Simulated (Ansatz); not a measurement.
The start is a relaxed Bi2Te3 cell squeezed uniformly to 70 % of its volume. The structure is fully relaxed (lattice and positions, P = 0) with r2SCAN (plane waves to 500 eV, PAW, scalar-relativistic; Ansatz, an electronic-structure program). First-step values are on the input's coarse k-mesh.

Ansatz input (later rounds restart from its end on a renewed k-mesh):
Ansatz 0.2 input:
```yaml
crystal:
  lattice:
    - [1.9622638814, 1.1329135802, 9.5641552877]
    - [-1.9622638814, 1.1329135802, 9.5641552877]
    - [0, -2.2658271603, 9.5641552877]
  atoms:
    - { symbol: Bi, position: [0.3968613208, 0.3968613208, 0.3968613208] }
    - { symbol: Bi, position: [0.6031386792, 0.6031386792, 0.6031386792] }
    - { symbol: Te, position: [0, 0, 0] }
    - { symbol: Te, position: [0.2170277188, 0.2170277188, 0.2170277188] }
    - { symbol: Te, position: [0.7829722812, 0.7829722812, 0.7829722812] }
basis: { ecutwfc: 500, ecutrho_ratio: 4, xc_grid: 3, fft_grid_basis: typed }
kpoints: { mp_grid: { grid: [7, 7, 7] } }
hamiltonian:
  xc: r2scan
  dispersion: none
  pseudopotentials: { azcp: { folder: ./paw }, kind: paw }
scf: { occupations: { method: fermi_dirac, width: 0.05 } }
relax: { f_tol: 0.01, max_steps: 100, cell: { stress_tol: 0.02 } }
output: { forces: true, stress: true }
```

Problem. How large is the pressure on the unrelaxed cell, and of which sign?

Solution. +37.4 GPa (positive: the cell is compressed).

Problem. Which atoms feel the largest initial force, and how large is it?

Solution. 4.33 eV/Å, on Te4, Te5 (atoms numbered as listed).

Problem. How much energy is released per atom?

Solution. 0.93 eV/atom.

Problem. How do the shortest distances between atoms change?

Solution. The closest pairs of elements (up to four, under 3.6 Å), start → end: Bi–Te 2.73 → 3.07 Å.

Problem. What does it relax into? Give the structure.

Solution. 
Space group R-3m, hexagonal axes (No. 166); a = b = 4.420 Å, c = 32.325 Å, α = β = 90.00°, γ = 120.00°

| atom | site | symmetry | x | y | z |
|---|---|---|---|---|---|
| Bi | 6c | 3m | 0.0000 | 0.0000 | 0.3968 |
| Te | 3a | -3m | 0.0000 | 0.0000 | 0.0000 |
| Te | 6c | 3m | 0.0000 | 0.0000 | 0.2171 |
(The calculation used a cell of 5 atoms; values per cell refer to that cell.)

The space group stays R-3m (No. 166) (the run could not lower it); the end is AFLOW prototype A2B3_hR5_166_c_ac (C33, as in Bi2Te3), with 5 atoms in the primitive cell. Final values are on a 9×9×9 k-mesh of the relaxed cell. No spin polarisation in the result.

The run could not lose the symmetry of its start.
